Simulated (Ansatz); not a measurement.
Relaxation of a generated cell, NbAs built in the AFLOW prototype AB_tI8_141_a_b ("40", as in NbP); 4 atoms in the cell, which starts as I4₁/amd, origin choice 1 (No. 141), tI8; a = b = 3.527 Å, c = 12.070 Å, α = β = γ = 90.00°. Level of theory: PBE (plane waves to 420 eV, PAW, scalar-relativistic; Ansatz, an electronic-structure program). Γ-centred k-mesh 9×9×9 on the run's cell (coarser than for final values), Fermi–Dirac smearing 0.05 eV. This is the first round of the run. 

The optimiser's lines from the output (shortened; P is positive under compression):

```
relax step   1: F+E_penalty+E_count = -18816.84731029 eV  Δ(F+E_penalty+E_count) = +0.000e0 eV  max|allowed force component| = 4.662e-18 eV/Å  Δτ_max = 0.0000 Å  P = +5.167 GPa  Ω = 75.059 Å³  (7 SCF iters, dr2 threshold 1.00e-7 eV, accepted)
relax step   2: F+E_penalty+E_count = -18817.32986812 eV  Δ(F+E_penalty+E_count) = -4.826e-1 eV  max|allowed force component| = 8.782e-18 eV/Å  Δτ_max = 0.0000 Å  P = -1.557 GPa  Ω = 74.898 Å³  (6 SCF iters, dr2 threshold 4.00e-7 eV, accepted)
relax step   3: F+E_penalty+E_count = -18817.52212725 eV  Δ(F+E_penalty+E_count) = -1.923e-1 eV  max|allowed force component| = 1.399e-17 eV/Å  Δτ_max = 0.0000 Å  P = +0.704 GPa  Ω = 71.642 Å³  (6 SCF iters, dr2 threshold 4.00e-7 eV, accepted)
relax step   4: F+E_penalty+E_count = -18817.56548451 eV  Δ(F+E_penalty+E_count) = -4.336e-2 eV  max|allowed force component| = 1.019e-17 eV/Å  Δτ_max = 0.0000 Å  P = +1.396 GPa  Ω = 70.107 Å³  (6 SCF iters, dr2 threshold 4.00e-7 eV, accepted)
relax step   5: F+E_penalty+E_count = -18817.56800346 eV  Δ(F+E_penalty+E_count) = -2.519e-3 eV  max|allowed force component| = 1.214e-17 eV/Å  Δτ_max = 0.0000 Å  P = -0.418 GPa  Ω = 71.001 Å³  (6 SCF iters, dr2 threshold 4.00e-7 eV, accepted)
relax step   6: F+E_penalty+E_count = -18817.56830614 eV  Δ(F+E_penalty+E_count) = -3.027e-4 eV  max|allowed force component| = 1.713e-17 eV/Å  Δτ_max = 0.0000 Å  P = -0.008 GPa  Ω = 70.814 Å³  (6 SCF iters, dr2 threshold 4.00e-7 eV, accepted)
relax step   7: F+E_penalty+E_count = -18817.56823412 eV  Δ(F+E_penalty+E_count) = +7.202e-5 eV  max|allowed force component| = 2.049e-17 eV/Å  Δτ_max = 0.0000 Å  P = -0.009 GPa  Ω = 70.814 Å³  stress off target by 9.57e-3 GPa  SCF on the basis re-selected at this cell (its energy is not comparable with the rows above)  (6 SCF iters)
```

From the first to the last row the energy changes by -0.18 eV/atom and the volume by -5.7 %. The last row is marked as not comparable with the walk above it, whose basis was carried along; it does compare with step 1, since both stand on a basis selected at the nominal cutoff for their own cell.

Later rounds, restarted from the end of this one on a renewed k-mesh, logged 4 more steps and released under 0.01 eV/atom more. The final structure after all rounds: I4₁/amd, origin choice 1 (No. 141), tI8, AFLOW prototype AB_tI8_141_a_b ("40", as in NbP); a = b = 3.6697 Å, c = 10.5172 Å, α = β = γ = 90.00°. Between re-selections the logged energies stand on a plane-wave basis carried along with the cell. No spin polarisation in the result.

The run could not lose the symmetry of its start: the end is stationary, and may be a saddle point rather than a minimum.

All atoms sit on sites fixed by symmetry, so only the cell could relax.

The relaxed structure here is a generated cell of NbAs: the first start was made by placing the elements on the sites of a structure type, and the end was not matched to a known phase here, so it may be hypothetical.
